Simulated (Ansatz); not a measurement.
The start is a relaxed SiNi cell displaced along its unstable phonon at q = (½, 0, ½) of its primitive reciprocal cell (163i cm⁻¹), largest move 0.15 Å. Cell shape, volume and atoms are optimised at zero target pressure with PBEsol (plane waves to 420 eV, PAW, scalar-relativistic; Ansatz, a program for electronic structure). The first steps use a coarse 9×9×9 k-mesh.

Starting cell:
```
SiNi
1.0
    9.59017     0.00000     0.00000
   -2.39754     4.15267     0.00000
    4.79509     0.00000     3.78540
Ni Si
6 6
Direct
  0.25000   0.00000   0.00000
  0.75000   0.00000   0.00000
  0.25000   0.50000   0.00000
  0.75000   0.50000   0.00000
  0.00121   0.50000   0.99759
  0.49879   0.50000   0.00241
  0.98019   0.00000   0.03963
  0.51981   0.00000   0.96037
  0.91612   0.66612   0.50000
  0.41721   0.66721   0.50000
  0.08279   0.33279   0.50000
  0.58388   0.33388   0.50000
```

### Question
By how much does the energy per atom fall from start to end?

### Answer
0.08 eV/atom.

### Question
How does the volume per atom move from start to end?

### Answer
-1.0 %, from 12.56 to 12.44 Å³/atom.

### Question
Is the parent structure recovered?

### Answer
It does not go back: it reaches Immm (No. 71), 0.08 eV/atom below the parent.

### Question
What band gap does the relaxed structure have at this level?

### Answer
Zero (metallic).

Final values are on a 12×12×12 k-mesh of the relaxed cell. No spin polarisation in the result. A magnetic state may lie lower.

The run could not lose the symmetry of its start, so the end can be a saddle point.

The relaxed structure here is a generated cell of SiNi: the first start was made by placing the elements on the sites of a structure type, and the end was not matched to a known phase here, so it may be hypothetical. Known forms of SiNi include space group No. 62.
